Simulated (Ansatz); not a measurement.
The start is a randomly generated symmetric cell of Ru (space group No. 76). A full variable-cell relaxation at zero pressure is run with PBE (plane waves to 420 eV, PAW, scalar-relativistic; Ansatz, a quantum-chemistry and plane-wave program). The first steps use a coarse 8×8×9 k-mesh.

The start:
```
Ru
1.0
    4.03197     0.00000     0.00000
    0.00000     4.03197     0.00000
    0.00000     0.00000     3.63689
Ru
4
Direct
  0.41254   0.92554   0.55927
  0.58746   0.07446   0.05927
  0.07446   0.41254   0.80927
  0.92554   0.58746   0.30927
```

- Outcome = The space group goes from P4₁ (No. 76) to P4₁2₁2 (No. 92), with 4 atoms in the primitive cell
- Energy released = about 1.6 eV/atom
- Shortest distances (start → end) = The closest pairs of elements (up to four, under 3.6 Å), start → end: Ru–Ru 2.04 → 2.56 Å
- Band gap at the end = zero (metallic)
- Optimiser moves = 24

Final structure:

Space group P4₁2₁2 (No. 92); a = b = 4.725 Å, c = 2.663 Å, α = β = γ = 90.00°

```tsv
atom	site	symmetry	x	y	z
Ru	4a	..2	0.1737	0.1737	0.0000
```

Final values are on a 10×10×17 k-mesh of the relaxed cell. The start holds a very short contact (Ru–Ru 2.04 Å). No spin polarisation in the result.

The run could not lower the symmetry of its start; a shaken copy of this end point relaxes with PBE to P6₃/mmc (No. 194), 0.63 eV/atom lower.

The relaxed structure here is a generated cell of Ru: the first start was made by a random draw of sites in a space group, and the end was not matched to a known phase here, so it may be hypothetical. Known forms of Ru include space group No. 194.
